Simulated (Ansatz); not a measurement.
MnGe2 (MoSi2 or CaC2 type, I4/mmm) at seven volumes, PBE (plane waves, PAW; program Ansatz), shape and atoms relaxed at each. One row is withheld.

```
V (Å³/atom)  P (GPa)
-----------  -------
13.323          9.48
13.762          5.50
14.201             ?
14.641          0.19
15.080         -2.01
15.519         -3.75
15.958         -5.18
```

### Question
Fit the shown pressures and predict the withheld one.

### Answer
P = (3/2)B₀(x^(7/2) − x^(5/2))[1 + (3/4)(B′ − 4)(x − 1)] with x = (V₀/V)^(2/3). Least squares on the six rows gives V₀ = 14.655 Å³/atom, B₀ = 76.2 GPa, B′ = 5.42. At V = 14.201, x = 1.0212 and P = 2.61 GPa. The run itself gave 2.38 GPa.

A made-up cell: these elements were put on the sites of a structure type; neither database checked (COD, Materials Project) lists it. Whether it is the stable phase at ambient conditions was not checked. The cell keeps a stress of up to 0.3 GPa. The cell was relaxed with PBE under the symmetry of its start, as lowered by the spin order; whether a distortion lowers the energy is not shown. Magnetic state: antiferromagnetic, chosen from 4 collinear starts compared on coarse meshes (ties went to the first, and starts can fall back to one state), not a proven ground state.

Potentials: the later of the program's two PAW sets.
